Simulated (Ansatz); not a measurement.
## From the elastic tensor of WC at 35 GPa (stress–strain coefficients) to moduli and sound speeds

Computed with Ansatz 0.2.0, DFT LDA, scalar-relativistic, plane waves, PAW. Plane waves to 420 eV; Γ-centred k mesh 18×18×14; Fermi-Dirac smearing of 0.15 eV. No spin polarisation.

The structure is hexagonal, space group P-6m2 (No. 187). The conventional cell has a = 2.811 Å, b = 2.811 Å, c = 2.756 Å, α = 90.00°, β = 90.00°, γ = 120.00°. Around W (site symmetry -6m2) lie 6 C at 2.13 Å. C (site symmetry -6m2) has 6 W at 2.13 Å as nearest neighbours.

In a metal, frequencies and elastic constants depend on the k mesh and the smearing, soft modes and shear constants most. Spin–orbit coupling is left out, which can shift energies with elements as heavy as these. Other phases may be more stable at this pressure.

Relaxed-ion constants (GPa, on the Cartesian axes of the calculation):
C11 = 953.5, C12 = 374.0, C13 = 296.4, C22 = 953.5, C23 = 296.4, C33 = 1252.9, C44 = 404.7, C55 = 404.7, C66 = 289.8 GPa; the others vanish.

Density 17.245 g/cm³; 2 atoms in 18.86 Å³.

The values that follow are for a polycrystal of randomly turned grains, by Hill's mean where one number stands.

With S = C⁻¹: B_V = (C11+C22+C33+2(C12+C13+C23))/9, G_V = (C11+C22+C33−C12−C13−C23+3(C44+C55+C66))/15, 1/B_R = S11+S22+S33+2(S12+S13+S23), 15/G_R = 4(S11+S22+S33−S12−S13−S23)+3(S44+S55+S66); Hill is their mean. Then v_l = √((B+4G/3)/ρ), v_t = √(G/ρ), v_m = [(2/v_t³+1/v_l³)/3]^(−1/3) and Θ = (ħ/k_B)·v_m·(6π²n/V)^(1/3) for n atoms in the volume V; E = 9BG/(3B+G), ν = (3B−2G)/(2(3B+G)) and A^U = 5G_V/G_R + B_V/B_R − 6.

```
Bulk modulus, Voigt / Reuss / Hill          : 565.9 / 561.8 / 563.9 GPa
Shear modulus, Voigt / Reuss / Hill         : 366.1 / 354.0 / 360.0 GPa
Young's modulus                             : 891 GPa
Poisson ratio                               : 0.237
Pugh ratio B/G                              : 1.57
Universal anisotropy index                  : 0.18
Longitudinal and transverse sound speeds    : 7780 and 4569 m/s
Debye temperature from the mean sound speed : 714 K
```

Cost: 1 run of about 4 core-minutes, on AMD EPYC 9R45 (Zen 5) (shared hosts).